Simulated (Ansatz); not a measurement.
A geometry of Cr away from equilibrium: step 2 of the relaxation of a relaxed Cr cell displaced along its unstable phonon at q = (½, ½, 0) of its primitive reciprocal cell (291i cm⁻¹), largest move 0.15 Å. Calculation: r2SCAN (plane waves to 500 eV, PAW, scalar-relativistic; Ansatz, a first-principles code). Γ-centred k-mesh 14×14×14 on the run's cell (coarser than for final values), Fermi–Dirac smearing 0.05 eV. The plane waves were selected for a different cell earlier on the path.

```xyz
2
Lattice="4.5336 0.0000 0.0000 2.2668 2.2668 0.0000 0.0000 0.0000 2.3342" Properties=species:S:1:pos:R:3 pbc="T T T"
Cr     0.0000     0.0000     0.3271
Cr     2.2668     0.0000    -0.3271
```

Problem. What forces act on the atoms (eV/Å)?

Solution. 
| atom | Fx | Fy | Fz |
|---|---|---|---|
| Cr1 | 0.00 | 0.00 | 1.40 |
| Cr2 | 0.00 | 0.00 | -1.40 |

The path ends in Im-3m (No. 229) (bcc (W type)). No spin polarisation in the result. A magnetic state may lie lower.

The run could not lose the symmetry of its start.

Of the parent cell (Pm-3m (No. 221)): it is a generated cell of Cr: the first start was made by placing the elements on the sites of a structure type, and the end was not matched to a known phase here, so it may be hypothetical. Known forms of Cr include space group No. 229.
